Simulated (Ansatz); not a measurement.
Relaxed NaCl (rock salt):

```
CELL_PARAMETERS angstrom
      0.00000     5.60772     5.60772
      2.80386     0.00000     2.80386
      2.80386     2.80386     0.00000
ATOMIC_POSITIONS crystal
  Cl 0.00000 0.00000 0.00000
  Cl 0.50000 0.00000 0.00000
  Na 0.25000 0.50000 0.50000
  Na 0.75000 0.50000 0.50000
```

The atoms are displaced by Q × the pattern below (from a DFPT mode at L = (0.5, 0.0, 0.0), largest move 1; Q in Å), at fixed cell. It is one choice among 2 degenerate patterns. (q is in reciprocal vectors of the primitive cell; the cell shown is doubled to hold the pattern.)

| atom | x | y | z |
|---|---|---|---|
| Na3 | -0.285 | 0.520 | -0.805 |
| Na4 | 0.285 | -0.520 | 0.805 |

Atoms not listed stay in place.

Level of theory: r2SCAN (plane waves to 500 eV, PAW, scalar-relativistic; Ansatz, a program for electronic structure). k mesh 5×10×10 (Γ-centred), Fermi-Dirac smearing 0.05 eV. E stands for the smeared free energy. NaCl was relaxed with its symmetry unable to fall. ΔE is measured from the undisplaced structure.

| Q (Å) | ΔE (meV/cell) |
|---|---|
| -0.180 | 55.8 |
| -0.150 | 38.6 |
| -0.120 | 24.6 |
| -0.090 | withheld |
| -0.060 | 6.1 |
| -0.030 | 1.5 |
| 0.000 | 0.0 |
| 0.030 | 1.5 |
| 0.060 | 6.1 |
| 0.090 | withheld |
| 0.120 | 24.6 |
| 0.150 | 38.6 |
| 0.180 | 55.8 |

Task: Fit an even polynomial form (powers 2, 4) to the given rows and predict ΔE at Q = 0.090.

Result: Least squares on the 11 given rows: ΔE = (1697)·Q² + (772.0)·Q⁴, in meV/cell with Q in Å; root-mean-square residual 0.02 meV/cell. At 0.090 the fit gives 13.8 meV/cell; the calculation gives 13.8 meV/cell, the same to the digits shown. The quadratic term alone would give 13.7 meV/cell.

(For displaced atoms, the force is minus the slope of the energy, and its curvature is a force constant, which sets phonon frequencies.)
